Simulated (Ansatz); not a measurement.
# How far is PAW off for ScZn?

```xyz
2
Lattice="3.3165 0.0000 0.0000 0.0000 3.3165 0.0000 0.0000 0.0000 3.3500" Properties=species:S:1:pos:R:3 pbc="T T T"
Sc    0.0000    0.0000    0.0000
Zn    1.6583    1.6583    1.6750
```

Atoms are numbered in the order listed.

The cell comes from COD entry 1527719, which wasn't checked; take it as a given geometry. The listed cell was then made from it by scaling, straining or moving an atom.

Spin polarisation is left out, and whether a magnetic state lies lower isn't shown here.

All numbers are computed: DFT, PBEsol, PAW with Ansatz's default frozen-core files, scalar-relativistic (Ansatz 0.2.0); DFT, PBEsol, all-electron PAW with datasets made for the crystal, scalar-relativistic (Ansatz 0.2.0); DFT, PBEsol, all-electron LAPW, scalar-relativistic (Ansatz 0.2.0).

For PAW: a Γ-centred 10×10×10 k mesh, Fermi–Dirac smearing of 0.03 eV, cutoff 420 eV, no spin polarisation; the PAW files were made with PBE, and the program remakes their frozen cores for this functional. The crystal-made all-electron datasets (AE datasets) take a cutoff of 240 eV at this cell. LAPW targets a basis error of 0.5 meV/atom. The Ansatz runs share mesh, smearing and spin set-up. Plane-wave (PAW) pressures include the program's estimate of the Pulay term.

Stress and pressure are positive in compression.

The change that made this cell: equal xx and yy strain of -1 %.

```tsv
quantity	PAW	AE datasets	LAPW
pressure (GPa)	-1.85	-1.85	-1.85
stress xx (GPa)	-1.66	-1.66	-1.66
stress zz (GPa)	-2.24	-2.24	-2.24
```

PAW's pressure differs from the LAPW value by about 0.01 GPa or less. Datasets made for the crystal and LAPW share parts of one code, so their agreement isn't an independent check.
